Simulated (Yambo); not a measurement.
Sr2RuH6 (space group Fm-3m, No. 225), G0W0@PBEsol in Yambo; all else as in the reference (4×4×4 Γ-centred k mesh, bands 5 to 159 and a 7 Ry block in the screening, 159 bands in G with the Bruneval-Gonze terminator, plasmon pole fitted at 27.2 eV). One parameter is varied: the cutoff of the exchange sum, over 5, 10, 20, 40, 84 Ry.

Task: From which value on does the gap Γ → X stay within 0.05 eV of the largest setting?

Result: From 40 Ry on.
| cutoff of the exchange sum (Ry) | G0W0 gap (eV) | valence shift (eV) |
|---|---|---|
| 5 | 2.49 | 2.50 |
| 10 | 3.01 | 0.86 |
| 20 | 3.34 | -0.15 |
| 40 | 3.43 | -0.47 |
| 84 | 3.44 | -0.50 |
The last step of the sweep still moves the gap by 8 meV; the other settings are held fixed.

Spin-orbit coupling is not included.

Geometry of the Materials Project entry, not relaxed at this level; primitive cell a = b = c = 5.374 Å, α = β = γ = 60.00°.

A shift is the quasiparticle energy of the state minus its PBEsol energy.
